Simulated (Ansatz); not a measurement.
ZrAl in space group Cmcm (No. 63; Zr on 4c, Al on 4c), PBEsol (plane waves, PAW; program Ansatz), all energies at zero smearing, with the estimated change up to a 700 eV cutoff added, with one set of potentials and settings (totals compare only within such a set). Cell of 4 atoms (2 Zr, 2 Al): -9308.242 eV.

```
element              reference phase  E (eV/atom)
-------  ---------------------------  -----------
Zr       P6/mmm, 3 atoms in the cell   -4128.6456
Al        Fm-3m, 1 atoms in the cell    -524.5507
```

Formation energy per atom, worked out: (-9308.242 − 2×(-4128.6456) − 2×(-524.5507))/4 = -0.462 eV/atom (-45 kJ per mol of atoms), at 0 K, without zero-point energy or fitted corrections.

The workflow started from a Materials Project entry (that database holds measured and hypothetical structures alike); the Crystallography Open Database copy checked does not list it. Whether it is the stable phase at ambient conditions was not checked. The cell was relaxed with PBEsol under the symmetry of its start; its stability against distortions is not shown here. No spin polarisation was allowed. The references are the lowest solids computed at this level, not always the standard phases.

Potentials: the later of the program's two PAW sets.
